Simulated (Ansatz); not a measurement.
Here is the system:

Starting cell, Pd (fcc, Cu type):

```yaml
crystal:
  lattice:
    - [0.00000, 3.94259, 3.94259]
    - [1.97130, 0.00000, 1.97130]
    - [1.97130, 1.97130, 0.00000]
  atoms:
    - { symbol: Pd, position: [0.00000, 0.00000, 0.00000] }
    - { symbol: Pd, position: [0.50000, 0.00000, 0.00000] }
```

The atoms are displaced by Q × the pattern below (from a DFPT mode at L = (0.5, 0.0, 0.0), largest move 1; Q in Å), at fixed cell. It is one choice among 2 degenerate patterns. (q is in reciprocal vectors of the primitive cell; the cell shown is doubled to hold the pattern.)

| atom | x | y | z |
|---|---|---|---|
| Pd1 | 0.285 | -0.520 | 0.805 |
| Pd2 | -0.285 | 0.520 | -0.805 |

All values below come from PBE (plane waves to 420 eV, PAW, scalar-relativistic; Ansatz, a program for electronic structure). k mesh 10×20×20 (Γ-centred), Fermi-Dirac smearing 0.05 eV. The energy includes the smearing's −TS. With partly filled bands, energies and forces of such displacements shift with the k mesh and the smearing. Pd is run without spin polarisation. Pd was relaxed with its symmetry unable to fall. The PAW data are Ansatz's earlier set. The zero of ΔE is the undisplaced structure.

The scan covers Q from -0.100 to 0.100 Å in 13 points.

Question: Which space group does the distorted structure have?

Answer: P-1 (No. 2), lowered from Fm-3m.

Question: What is the energy change at Q = 0.100 Å?

Answer: 40.5 meV/cell.

Question: What harmonic wavenumber does the curvature at Q = 0 give?

Answer: 106 cm⁻¹.

(For displaced atoms, the force is minus the slope of the energy, and its curvature is a force constant, which sets phonon frequencies.)
